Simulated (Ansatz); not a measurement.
A geometry of Ga$_{2}$Cu away from equilibrium: the start of the relaxation of a generated cell, Ga2Cu placed in the AFLOW prototype AB2_oI6_71_a_g (as in MoPt2). Computed with PBEsol (plane waves to 420 eV, PAW, scalar-relativistic; Ansatz, a program for electronic structure). Γ-centred k-mesh 14×14×14 on the run's cell (coarser than for final values), Fermi–Dirac smearing 0.05 eV.

```xyz
3
Lattice="-1.3858 1.9735 4.1574 1.3858 -1.9735 4.1574 1.3858 1.9735 -4.1574" Properties=species:S:1:pos:R:3 pbc="T T T"
Cu     0.0000     0.0000     0.0000
Ga     0.0000     0.0000     5.3769
Ga     0.0000     0.0000     2.9379
```

### Question
What forces act on the atoms (eV/Å)?

### Answer
```csv
atom,Fx,Fy,Fz
Cu1,0.00,0.00,0.00
Ga2,0.00,0.00,1.19
Ga3,0.00,0.00,-1.19
```

### Question
What is the pressure?

### Answer
-1.6 GPa, compression positive.

### Question
How much energy per atom can still be gained by relaxing?

### Answer
0.06 eV/atom; the path ends in Immm (No. 71).

No spin polarisation in the result.

The run could not lose the symmetry of its start: the end is stationary, and may be a saddle point rather than a minimum.

The end of the path is a generated cell of Ga2Cu: the first start was made by placing the elements on the sites of a structure type, and the end was not matched to a known phase here, so it may be hypothetical.
